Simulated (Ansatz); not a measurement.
Ansatz input

```yaml
crystal:
  lattice:
    - [4.3642299828, 0.0, 0.0]
    - [-2.1821149914, 3.779534033, 0.0]
    - [0.0, 0.0, 2.6954420673]
  atoms:
    - { symbol: Al, position: [0.0, 1.0, 0.0] }
    - { symbol: Al, position: [0.3333333333, 0.6666666667, 0.5] }
    - { symbol: Al, position: [0.6666666667, 0.3333333333, 0.5] }
hamiltonian:
  xc: pbesol
  pseudopotentials:
    kind: paw
    azcp:
      Al: "pseudopotentials/Al.paw.azcp"
basis:
  ecutwfc: 420
  fft_grid_basis: typed
kpoints:
  mp_grid: { grid: [9, 9, 13], shift: [0, 0, 0] }
magnetization:
  spin_polarized: false
scf:
  occupations: { method: fermi_dirac, width: 0.1 }
  lower_state_search: "off"
output:
  stress: true
```

Terminal output

```
Warning: the record states the generating functional pbe (its physics header spells it `PBE`), which answers neither for hamiltonian.xc's functional nor for the pbesol family's — results may be inconsistent (PPs are generated against a specific XC)
Engine: ansatz 0.2.0, aarch64-unknown-linux-gnu
Pseudopotentials: kind: paw
Pseudopotential: Al, paw, valence charge 3, recommended cutoff 420 eV (normal) 
Functional definition: PBEsol
  exchange = pbesol_x
  correlation = pbesol_c
Crystal: 3 atoms, lattice volume = 44.461 Å³
Basis set: ecut = 420 eV, 903 PW (Γ)
Bands: 9, of which v1, the nominal top of the filled ones, is band 5 counted from 1 (4 counted from 0)
Symmetry: 24 space group operations
Space group: P6/mmm (ITA 191), of the structure as read, at distance tolerance 3.5e-5 Å
k-points: 84 of 1053
Non-local potential: Al, projectors of the file, l = 0: 2, l = 1: 2, l = 2: 1
PAW form: soft (Blöchl's): semilocal exchange-correlation on the pseudo side does not see the compensation charge
PAW frozen core: Al, regenerated for the run's functional, and the local potential with it (the file was generated under x = pbe(κ = 0.804, μ = 0.2195149727645171), c = pbe(β = 0.06672455060314922))
PAW one-centre angular grid: Al, 110 points (default); XC on 64 Gauss nodes
Initial density: superposition of atomic densities (neutral atoms: chi_scale 0, normalization atom), corrected by the library's trained network
Initial wavefunctions: pseudopotential atomic-orbital guess
Functional: x = pbesol(κ = 0.804, μ = 0.12345679012345678), c = pbesol(β = 0.046)
SCF iter   1: F=—  HF=-1573.093041 eV  |F-HF|=—  |Δ(HF+E_count)|=         —  Δρ=1.93e-3  dr2=2.15e-3  ethr=1.77e-3  ⟨swp⟩=5.9  Hψ=6198  notcnv=0
SCF iter   2: F=—  HF=-1573.092553 eV  |F-HF|=—  |Δ(HF+E_count)|=   4.87e-4  Δρ=1.09e-3  dr2=6.80e-4  ethr=2.39e-5  ⟨swp⟩=1.0  Hψ=1435  notcnv=0
SCF iter   3: F=—  HF=-1573.092377 eV  |F-HF|=—  |Δ(HF+E_count)|=   1.76e-4  Δρ=8.67e-5  dr2=5.62e-6  ethr=7.55e-6  ⟨swp⟩=2.3  Hψ=1107  notcnv=0
SCF iter   4: F=—  HF=-1573.092375 eV  |F-HF|=—  |Δ(HF+E_count)|=   2.63e-6  Δρ=4.33e-5  dr2=2.44e-6  ethr=6.24e-8  ⟨swp⟩=2.0  Hψ=1118  notcnv=0
SCF iter   5: F=—  HF=-1573.092374 eV  |F-HF|=—  |Δ(HF+E_count)|=   8.10e-7  Δρ=1.07e-5  dr2=1.33e-7  ethr=2.72e-8  ⟨swp⟩=2.1  Hψ=1073  notcnv=0
SCF iter   6: F=-1573.092374 eV  HF=-1573.092374 eV  |F-HF|=4.08e-9  |Δ(HF+E_count)|=   4.49e-8  Δρ=2.28e-6  dr2=5.56e-9  ethr=1.11e-9  ⟨swp⟩=3.8  Hψ=2003  notcnv=0
SCF 1 converged in 6 iterations: F = -1573.092374 eV  dr2 = 5.56e-9
SCF converged after 6 iterations
Free energy (F): -1573.092374 eV
Harris-Foulkes:  -1573.092374 eV  (|F-HF|=4.08e-9)
Internal energy: -1573.052170 eV  (E = F + TS)
E sigma→0 (E₀):  -1573.072272 eV
Entropy (-TS):   -0.040204 eV (-13.401 meV/atom)
Fermi energy:    9.046960 eV
--- Per-component energies (eV) ---
  E_band       = 38.985658
  E_kinetic    = 73.756385
  E_local      = 33.645231  (includes V_loc(G=0)·N_el)
  E_nonlocal   = 32.587918
  E_hartree    = 0.410536
  E_xc         = -120.480127
  E_vxc        = -90.320205  (∫ρ·V_xc dr)
  E_paw        = -1364.856221  (= ΣΔE_a)
  E_vpaw       = -11.504731  (= ΣTr[D̂ρ^β])
  E_aug_tail   = -0.000008  (compensation charges beyond the density's cutoff)
  E_ewald      = -228.173302
  E_core_change = 0.057417  (= ΣΔE_core)
  E_smearing   = -0.040204  (= −TS)
  E_closure    = 0.000000  (closes the sum)
  Σ components = -1573.092374   (vs F -1573.092374, Δ=0.00e0)
--- Stress (GPa, compression-positive) ---
       13.465892       0.000000       0.000000
        0.000000      13.465892       0.000000
        0.000000       0.000000       9.357985
  P = ⅓ Tr σ = 12.0966 GPa (120.966 kbar)
```
